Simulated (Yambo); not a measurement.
One stored BSE kernel of dimension 1944 for WS₂ (space group P6_3/mmc, No. 194) (Yambo, LDA bands; 9×9×2 mesh, 2 valence and 6 conduction bands, static screening with 67 bands and a 3 Ry block, scissor 0.58 eV, Tamm-Dancoff; broadening 0.15 eV; field along x), solved in several ways.

```tsv
solver	iterations	largest change of Im ε (% of its maximum)	rough time
Haydock, threshold 2 %	5	34	within a factor of two
Haydock, threshold 0.5 %	9	17	within a factor of two
Haydock, threshold 0.1 %	12	8.6	within a factor of two
Haydock, threshold 0.005 %	25	0.5	1
SLEPc, lowest 10 states	–	no full spectrum	within a factor of two
SLEPc, lowest 60 states	–	no full spectrum	within a factor of two
full diagonalisation	–	reference	about 4×
```

Haydock gives the spectrum without eigenstates, SLEPc the lowest states alone, full diagonalisation everything at a cost that grows as the cube of the dimension. Times include reading the kernel. Times are rough ratios from shared machines. Mesh and scissor weren't tested; the rows compare only with each other.

Spin-orbit coupling is not included.

Geometry of the Materials Project entry, not relaxed at this level; primitive cell a = 3.1842 Å, b = 3.1842 Å, c = 12.9783 Å, α = 90.00°, β = 90.00°, γ = 120.00°.

The distance between layers or molecules is the database entry's, not relaxed here. Functionals without dispersion can leave it too large, which widens gaps and weakens the response across layers: the numbers belong to this cell.
